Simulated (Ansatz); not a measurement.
GaCo:
```yaml
crystal:
  lattice:
    - [2.85046, 0.00000, 0.00000]
    - [0.00000, 2.85046, 0.00000]
    - [0.00000, 0.00000, 2.85046]
  atoms:
    - { symbol: Co, position: [0.00000, 0.00000, 0.00000], spin: 0.5 }
    - { symbol: Ga, position: [0.50000, 0.50000, 0.50000], spin: -0.1 }
```

Relaxed with r²SCAN.

Task: Map the spin density (μB/Å³) on the plane through (0.000, 0.000, 0.000) spanned by u = [1, 0, 0] and v = [0, 1, 1] in lattice vectors, from DFT-r²SCAN in the program Ansatz with PAW potentials.

Result: x is the fraction of u, y of v (the angle between them is 90°; rows are the nearest grid lines); atoms in the plane: Co at (0.00, 0.00), Ga at (0.50, 0.50).
```
|@#-.         .-#@|
|*=..         ..=*|
|.               .|
|                 |
|                 |
|                 |
|                 |
|                 |
|                 |
|                 |
|                 |
|                 |
|                 |
|                 |
|                 |
|                 |
|                 |
|                 |
|.               .|
|*=..         ..=*|
|@#-.         .-#@|
```
Scale: ten equal steps from -0.029 (start of ' ') to 2.12 (end of '@'), in the order ' .:-=+*#%@'; x runs from 0.000 to 1.00, y from 0.000 (bottom) to 1.00 (top).

The density is the valence pseudo-density with augmentation charge, so density and ELF within about 1 Å of a nucleus are not all-electron values.

Space group Pm-3m (CsCl type). Symmetry was held in the r²SCAN relaxation. The final state is ferromagnetic, the only order run, not a proven ground state. The cell computed holds one magnetic atom, so no antiferromagnetic order was within reach. Other orbital occupations within this spin state were not tried. For itinerant 3d metals, meta-GGAs of the SCAN family and hybrids are commonly reported to give too large moments.

Potentials: the later of the program's two PAW sets.
